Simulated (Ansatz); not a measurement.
A geometry of Ta away from equilibrium: the start of the relaxation of a randomly generated symmetric cell of Ta (space group No. 129). Computed with PBEsol (plane waves to 420 eV, PAW, scalar-relativistic; Ansatz, a quantum-chemistry and plane-wave program). Γ-centred k-mesh 10×10×10 on the run's cell (coarser than for final values), Fermi–Dirac smearing 0.05 eV.

```xyz
2
Lattice="3.4327 0.0000 0.0000 0.0000 3.4327 0.0000 0.0000 0.0000 3.2136" Properties=species:S:1:pos:R:3:forces:R:3 pbc="T T T" free_energy=-19614.068 pressure_GPa=-4.0
Ta     1.7163     0.0000     2.6362    0.0000    0.0000   -2.5998
Ta     0.0000     1.7163     0.5774    0.0000    0.0000    2.5998
```

Positions in Å, forces in eV/Å, free energy of the cell in eV (comparable only within this code, potentials and settings). Largest force: 2.60 eV/Å, on Ta1, Ta2 (atoms numbered as listed); the geometry lies 0.38 eV/atom above the end of its relaxation.

No spin polarisation in the result.

The run could not lose the symmetry of its start.
